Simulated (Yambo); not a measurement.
Rb2LiAsF6 (space group Fm-3m, No. 225), G0W0@LDA in Yambo; all else as in the reference (2×2×2 Γ-centred k mesh, bands 2 to 297 and a 8 Ry block in the screening, 297 bands in G with the Bruneval-Gonze terminator, plasmon pole fitted at 27.2 eV). One parameter is varied: the cutoff of the wavefunctions in Yambo, over 10, 20, 30, 50, 84 Ry.

Q: From which value on does the gap X → L stay within 0.05 eV of the largest setting?

A: From 30 Ry on.
| cutoff of the wavefunctions in Yambo (Ry) | G0W0 gap (eV) | valence shift (eV) |
|---|---|---|
| 10 | 6.58 | -0.54 |
| 20 | 7.16 | -1.12 |
| 30 | 7.28 | -1.39 |
| 50 | 7.28 | -1.47 |
| 84 | 7.28 | -1.46 |
The last step of the sweep still moves the gap by 1 meV; the other settings are held fixed.

The standard potential for As keeps a d shell in the valence without the s and p states of that shell. In tests on such compounds this moved G0W0 gaps by up to about 0.9 eV, so absolute quasiparticle energies here are unreliable; differences between settings are what counts.

Spin-orbit coupling is not included.

Geometry of the Materials Project entry, not relaxed at this level; primitive cell a = 6.028 Å, b = 6.028 Å, c = 6.028 Å, α = 60.00°, β = 60.00°, γ = 60.00°.

The structure is a Materials Project entry; no match was found in the copy of COD used, and its stability was not checked.

A shift is the quasiparticle energy of the state minus its LDA energy.
